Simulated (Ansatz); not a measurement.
YPd₃: input and output

Input file of Ansatz 0.2.0:

```yaml
crystal:
  lattice:
    - [4.053014, 0.0, 0.0]
    - [0.0, 4.053014, 0.0]
    - [0.0, 0.0, 4.053014]
  atoms:
    - { symbol: "Y", position: [0.0, 0.0, 0.0] }
    - { symbol: Pd, position: [0.0, 0.5, 0.5] }
    - { symbol: Pd, position: [0.5, 0.0, 0.5] }
    - { symbol: Pd, position: [0.5, 0.5, 0.0] }
  symmetry: { tolerance: 0.0003 }
kpoints:
  mp_grid: { grid: [8, 8, 8], shift: [0, 0, 0] }
  band_path:
    path:
      - [0.0, 0.0, 0.0]
      - [0.0, 0.5, 0.0]
      - [0.5, 0.5, 0.0]
      - [0.0, 0.0, 0.0]
      - [0.5, 0.5, 0.5]
      - [0.0, 0.5, 0.0]
      - [0.5, 0.5, 0.5]
      - [0.5, 0.5, 0.0]
    npoints: 8
magnetization:
  spin_polarized: false
scf:
  occupations: { method: fermi_dirac }
  lower_state_search: "off"
  max_iter: 200
hamiltonian:
  pseudopotentials: { kind: paw }
  xc: r2scan
basis:
  ecutwfc: 500
  fft_grid_basis: typed
output:
  forces: true
  stress: true
  eigenvalues: true
  bader: true
  populations: true
  elf: true
  write_potential: true
  volumetric_format: npy
  dos:
    e_range: [-12, 8]
    de: 0.05
    projected: { site_lists: { Pd: [Pd], "Y": ["Y"] } }
checkpoint:
  read: saved_state
```

The saved state is an earlier solution for the same cell, perhaps on another mesh. 

Excerpt of what it printed:

```
Pseudopotentials: kind: paw
Pseudopotential: Y, paw, valence charge 11, recommended cutoff 500 eV (meta_gga), Y.paw.azcp
Pseudopotential: Pd, paw, valence charge 18, recommended cutoff 500 eV (meta_gga), Pd.paw.azcp
Functional definition: r2SCAN
  exchange = r2scan_x(k0 = k0, k1 = k1, a1 = a1)
  correlation = r2scan_c
Crystal: 4 atoms, lattice volume = 66.579 Å³
Basis set: ecut = 500 eV, 1743 PW (Γ), exchange–correlation on 120×120×120 points (64 copies of the dense FFT grid, shifted against one another)
Bands: 39, of which v1, the nominal top of the filled ones, is band 33 counted from 1 (32 counted from 0)
Symmetry: 48 space group operations
Space group: Pm-3m (ITA 221), of the structure as read, at distance tolerance 1.2e-3 Å
k-points: 35 of 512
Initial density: read from a saved state, or passed on in memory by an earlier SCF of this step, an earlier step, the calling program or the single point that the run made first
Functional: x = r2scan, c = r2scan; τ floored in thin density (d = 2e-4 eV/Å³)
Free energy (F): -24820.5319 eV
Harris-Foulkes:  -24820.5319 eV  (|F-HF|=1.98e-8)
Internal energy: -24820.4838 eV  (E = F + TS)
E sigma→0 (E₀):  -24820.5079 eV
Entropy (-TS):   -0.0481 eV (-12.026 meV/atom)
Fermi energy:    17.8222 eV
--- Per-component energies (eV) ---
  E_band       = -594.7343
  E_kinetic    = 1862.0560
  E_local      = -6439.8269  (includes V_loc(G=0)·N_el)
  E_nonlocal   = 701.3392
  E_hartree    = 2620.3653
  E_xc         = -653.3765
  E_vxc        = -927.3413  (∫ρ·V_xc dr)
  E_paw        = -14159.5941  (= ΣΔE_a)
  E_vpaw       = -1096.3325  (= ΣTr[D̂ρ^β])
  E_aug_tail   = 0.0003  (compensation charges beyond the density's cutoff)
  E_vtau       = 64.6412  (kinetic-family band-sum trace: ∫τ·v_τ [+ j·A + Jᵃ·Aᵃ] dr)
  E_ewald      = -8749.9369
  E_core_change = -1.5102  (= ΣΔE_core)
  E_smearing   = -0.0481  (= −TS)
--- Stress (GPa, compression-positive) ---
        4.5213       0.0000       0.0000
        0.0000       4.5213       0.0000
        0.0000       0.0000       4.5213
  P = ⅓ Tr σ = 4.5213 GPa (45.213 kbar)
--- Bader charges: 4 sites ---
  site symbol  charge [e]  shift [e]
     0      Y      1.7177     0.0000
     1     Pd     -0.5726     0.0000
     2     Pd     -0.5726     0.0000
     3     Pd     -0.5726     0.0000
```

Origin: a database entry at a rescaled volume.
